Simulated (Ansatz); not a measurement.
A bilayer cut from bulk TiTe₂ (CdI2 type), in the bulk's stacking and in-plane cell, with 15 Å of vacuum. The upper layer (atoms 4 to 6) slides over the lower.

```xyz
6
Lattice="3.7840 0.0000 0.0000 1.8920 3.2770 0.0000 0.0000 0.0000 24.9929" Properties=species:S:1:pos:R:3 pbc="T T T"
Te     3.7840     2.1847     7.4457
Ti     0.0000     0.0000     9.1571
Te     1.8920     1.0923    10.8510
Te     3.7840     2.1847    14.1419
Ti     0.0000     0.0000    15.8358
Te     1.8920     1.0923    17.5471
```

In-plane vectors a = (3.784, 0.000) Å, b = (1.892, 3.277) Å, area 12.40 Å². The shift is s times the vector a (length 3.784 Å), so s = 1 restores the start. Atoms relax along the normal only. γ = [E(shift) − E(0)] / area.

These are r2SCAN+rVV10 (plane waves to 500 eV, PAW, scalar-relativistic; Ansatz, an electronic-structure program) values and carry that method's errors. k mesh 14×14×1 (Γ-centred), Fermi-Dirac smearing 0.05 eV. Energies are extrapolated to zero smearing. Spin-orbit coupling is left out, though Te is heavy. TiTe2 is run without spin polarisation. TiTe2 was relaxed with its symmetry unable to fall. The zero of γ is zero shift. The last digit holds for this mesh only.

| s | γ (mJ/m²) |
|---|---|
| 0.000 | 0 |
| 0.083 | 11 |
| 0.167 | withheld |
| 0.250 | 63 |
| 0.333 | 84 |
| 0.417 | 96 |
| 0.500 | 100 |
| 0.583 | 96 |
| 0.667 | 84 |
| 0.750 | 63 |
| 0.833 | withheld |
| 0.917 | 11 |

**Question.** Fit a Fourier form (three harmonics of 1 − cos and sin) to the given rows and predict γ at s = 0.167.

**Answer.** Least squares on the 10 given rows: γ = (49.3)·[1 − cos(2πs)] + (6.6)·[1 − cos(4πs)] + (0.8)·[1 − cos(6πs)], in mJ/m²; root-mean-square residual 0.2 mJ/m². At 0.167 the fit gives 36 mJ/m²; the calculation gives 36 mJ/m², the same to the digits shown. 

(The slope of γ gives the shear force per area between the displaced halves; near zero shift its curvature is an elastic stiffness.)
